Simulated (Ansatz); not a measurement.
SrCd:
```
SrCd
1.0
    4.04478     0.00000     0.00000
    0.00000     4.04478     0.00000
    0.00000     0.00000     4.04478
Sr Cd
1 1
Direct
  0.50000   0.50000   0.50000
  0.00000   0.00000   0.00000
```

Relaxed with r²SCAN. Special points in fractions of this cell's reciprocal vectors: Γ (0.000, 0.000, 0.000); X (0.000, 0.500, 0.000); M (0.500, 0.500, 0.000); R (0.500, 0.500, 0.500).

Problem. List the band energies nearest the Fermi level at these points for r²SCAN in the plane-wave PAW code Ansatz.

Solution. In eV from the Fermi level; about four levels below and three above (degenerate sets whole), none deeper than 8.9 eV; points with the same levels are listed once.

| k | below | above |
|---|---|---|
| Γ | -8.85 -8.85 -8.85 -5.97 | 1.64 1.64 4.13 4.13 4.13 |
| X | -8.84 -8.83 -3.79 -2.37 | 2.12 2.49 2.49 |
| M | -8.72 -3.19 -0.10 -0.10 | 1.46 4.18 4.18 |
| R | -0.76 -0.76 -0.76 -0.74 | 4.87 4.87 4.87 |

Space group Pm-3m (CsCl type). The workflow started from an entry of the Crystallography Open Database (COD). Whether it is the stable phase at ambient conditions was not checked. The r²SCAN relaxation kept the symmetry of its start; whether a distortion lowers the energy is not shown. Spin–orbit coupling is left out wherever it is not named.

Potentials: the later of the program's two PAW sets.
